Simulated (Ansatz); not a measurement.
Values for one crystal, relaxed and computed with PBEsol in the plane-wave PAW code Ansatz; other levels are named.

| Quantity | Result |
|---|---|
| Volume per atom | 10.62 Å³ |
| Electronic character | metallic (no gap) |
| Bulk modulus (Birch–Murnaghan fit) | 220 GPa |
| Density of states at the Fermi level | 1.1 states/eV per atom (mean over ±0.08 eV) |
| Formation energy from the elements (no fitted shifts) | 0.035 eV/atom |
| Pressure derivative B′ | 3.3 |

### Question
Which of these materials gives this?
A) CoSn2, I4/mcm (Co on 4a, Sn on 8h)
B) FePt, L1₀ or tetragonal B2
C) FeCo3, P4/mmm (Fe on 1a, Co on 2h, Co on 1b)
D) Ga2Cu, P4/mmm (Ga on 2h, Cu on 1a)

### Answer
C, FeCo3, P4/mmm (Fe on 1a, Co on 2h, Co on 1b)

The first step of the workflow began from a Materials Project structure, measured or hypothetical; the Crystallography Open Database copy checked does not list it. Whether it is the stable phase at ambient conditions was not checked. The cell was relaxed with PBEsol under the symmetry of its start; its stability against distortions is not shown here. Spin order of the final state: ferromagnetic, chosen from 5 collinear starts compared on coarse meshes (ties went to the first, and starts can fall back to one state), not a proven ground state. The references are the lowest solids computed at this level, not always the standard phases.

Potentials: the later of the program's two PAW sets.
